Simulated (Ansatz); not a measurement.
PbSe:
```xyz
2
Lattice="0.0000 3.1086 3.1086 3.1086 0.0000 3.1086 3.1086 3.1086 0.0000" Properties=species:S:1:pos:R:3 pbc="T T T"
Se     0.0000     0.0000     0.0000
Pb     3.1086     3.1086     3.1086
```

Relaxed with PBE. Special points in fractions of this cell's reciprocal vectors: Γ (0.000, 0.000, 0.000); X (0.500, 0.000, 0.500); U (0.625, 0.250, 0.625); K (0.375, 0.375, 0.750); L (0.500, 0.500, 0.500); W (0.500, 0.250, 0.750).

Task: List the band energies nearest the valence-band maximum at these points for DFT-PBE in the program Ansatz with PAW potentials.

Result: In eV from the valence-band maximum; about four levels below and three above (degenerate sets whole), none deeper than 8.9 eV; points with the same levels are listed once.

```tsv
k	below	above
Γ	-6.34 -1.64 -1.64 -1.64	4.64 4.64 4.64
X	-7.27 -4.57 -2.92 -2.92	3.92 5.46 5.46
U	-7.83 -4.19 -2.44 -2.18	3.40 3.98 5.35
L	-8.51 -1.27 -1.27 0.00	0.43 1.82 1.82
W	-7.81 -3.86 -3.86 -0.68	1.95 4.94 4.94
```

Space group Fm-3m (rock salt). Symmetry was held in the PBE relaxation. Spin–orbit coupling is left out wherever it is not named.

Potentials: the later of the program's two PAW sets.
